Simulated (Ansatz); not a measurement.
Relaxed-ion elastic tensor of Mg3ZnO4 in space group P4/mmm (No. 123; Pearson symbol tP8) in GPa (Voigt order), PBEsol (plane waves, PAW; program Ansatz); density 4.44 g/cm³, 9.45 Å³ per atom.

```
 321  64.2   107   0.0   0.0   0.0
64.2   321   107   0.0   0.0   0.0
 107   107   283   0.0   0.0   0.0
 0.0   0.0   0.0   126   0.0   0.0
 0.0   0.0   0.0   0.0   126   0.0
 0.0   0.0   0.0   0.0   0.0  86.7
```

### Question
Is the crystal mechanically stable?

### Answer
Yes: the smallest eigenvalue of C is 86.7 GPa.

### Question
Work out the Voigt, Reuss and Hill averages.

### Answer
K_V = 164, K_R = 164, K_H = 164; G_V = 111, G_R = 107, G_H = 109 GPa.

### Question
Give Young's modulus, Poisson's ratio, Pugh's ratio and the universal anisotropy index.

### Answer
E = 9KG/(3K + G) = 268 GPa; ν = 0.23; K/G = 1.51 (brittle by the Pugh limit of 1.75); A_U = 5G_V/G_R + K_V/K_R − 6 = 0.17.

### Question
Estimate the sound speeds and the Debye temperature.

### Answer
v_l = √((K + 4G/3)/ρ) = 8350 m/s, v_t = √(G/ρ) = 4960 m/s, mean 5490 m/s; Θ = (h/k)(3n/4πV)^(1/3) v_m = 773 K.

### Question
How much does each axis shrink under pressure?

### Answer
Linear compressibilities β_i = Σ_j S_ij (j = 1 to 3): x 2.0, y 2.0, z 2.0 per TPa.

The workflow started from a Materials Project entry (that database holds measured and hypothetical structures alike); the Crystallography Open Database copy checked does not list it. With Mg and Zn taken as one species the cell has the higher symmetry Fm-3m, so it may be an ordered model of a mixed-site phase. Whether it is the stable phase at ambient conditions was not checked. The PBEsol relaxation kept the symmetry of its start; of distortions, only those at the zone centre were tested.

Potentials: the later of the program's two PAW sets.
